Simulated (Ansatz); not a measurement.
## Relaxing palladium (dhcp)

All numbers below come from DFT, PBEsol, plane waves (420 eV) with PAW, scalar-relativistic (Ansatz). (PAW data from PBE, frozen cores regenerated.)

k-point mesh 13×13×4, Fermi-Dirac smearing 0.1 eV, no spin polarisation. Cell and atoms relax.

Starting structure:

```
Pd
1.0
     2.75050    0.00000    0.00000
    -1.37525    2.38200    0.00000
     0.00000    0.00000    8.98313
Pd
4
Cartesian
  0.0000 0.0000 0.0000
  0.0000 0.0000 4.4916
  0.0000 1.5880 2.2458
  1.3753 0.7940 6.7374
```

Q: The pressure at the start is -1.4 GPa. By how much does the volume change?

A: From 14.71 to 14.61 Å³ per atom, -0.7 %. The final cell has a = 2.736 Å, c = 9.016 Å (c/a = 3.296).

Q: How much energy does the relaxation gain?

A: 0.9 meV per atom.

Path of the relaxation (the plane waves are chosen anew near the end, which can shift the energy a little):

| step | E − E(final) (meV/atom) | V (Å³/atom) | P (GPa) | max force (eV/Å) |
| --- | --- | --- | --- | --- |
| 0 | 0.88 | 14.714 | -1.41 | 0.000 |
| 1 | 0.31 | 14.518 | 1.26 | 0.000 |
| 2 | -0.02 | 14.602 | 0.08 | 0.000 |
| 3 | -0.03 | 14.608 | 0.00 | 0.000 |
| 4 | -0.03 | 14.608 | 0.00 | 0.000 |
| 5 | 0.00 | 14.608 | 0.00 | 0.000 |
